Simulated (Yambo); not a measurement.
GaP (zinc blende, space group F-43m, No. 216), G0W0@LDA (Yambo, plasmon pole, terminator in G, 4×4×4 mesh): gap Γ → X in eV by bands and screening block.

| bands (W and G) | 2 Ry | 5 Ry | 8 Ry | 11 Ry | 14 Ry |
|---|---|---|---|---|---|
| 28 | 1.93 | 2.13 | 2.19 | 2.20 | 2.20 |
| 50 | 1.88 | 2.12 | (withheld) | 2.22 | 2.23 |
| 78 | 1.87 | 2.12 | 2.23 | 2.25 | (withheld) |
| 114 | 1.86 | 2.12 | (withheld) | 2.27 | 2.28 |
| 151 | 1.86 | 2.13 | 2.25 | 2.27 | 2.29 |

### Question
Estimate the withheld gaps from their neighbours; the computed values follow.

### Answer

- 50, 8 Ry: 2.21
- 78, 14 Ry: 2.26
- 114, 8 Ry: 2.24

The largest settings aren't shown to be the converged limit.

The standard potential for Ga keeps a d shell in the valence without the s and p states of that shell. In tests on such compounds this moved G0W0 gaps by up to about 0.9 eV, so absolute quasiparticle energies here are unreliable; differences between settings are what counts.

Spin-orbit coupling is not included.

Geometry relaxed with LDA; primitive cell a = 3.810 Å, b = 3.810 Å, c = 3.810 Å, α = 60.00°, β = 60.00°, γ = 60.00°.
